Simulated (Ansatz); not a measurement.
B₂CO (chalcopyrite, I-42d), r²SCAN (plane waves, PAW; program Ansatz), all energies at zero smearing, with the estimated change up to a 700 eV cutoff added, with one set of potentials and settings (totals compare only within such a set). Cell of 8 atoms (2 C, 2 O, 4 B): -2269.150 eV.

```json
[
 {"element": "C", "reference phase": "P6_3/mmc, 4 atoms in the cell", "E (eV/atom)": "-251.6688"},
 {"element": "O", "reference phase": "C2/m, 4 atoms in the cell, spin-polarised", "E (eV/atom)": "-566.0346"},
 {"element": "B", "reference phase": "R-3m, 12 atoms in the cell", "E (eV/atom)": "-156.5545"}
]
```

Formation energy per atom, worked out: (-2269.150 − 2×(-251.6688) − 2×(-566.0346) − 4×(-156.5545))/8 = -0.941 eV/atom (-91 kJ per mol of atoms), at 0 K, without zero-point energy or fitted corrections.

The start of the workflow was typed in or built on a structure type; neither database checked (COD, Materials Project) lists it. Whether it is the stable phase at ambient conditions was not checked. The cell was relaxed with r²SCAN under the symmetry of its start; whether a distortion lowers the energy is not shown. The references are the lowest solids computed at this level, not always the standard phases (solids in place of the gases).

Potentials: the earlier of the program's two PAW sets. The files were generated under PBE; for other functionals the program regenerates the frozen cores, and for LDA and PBEsol the local potential too.
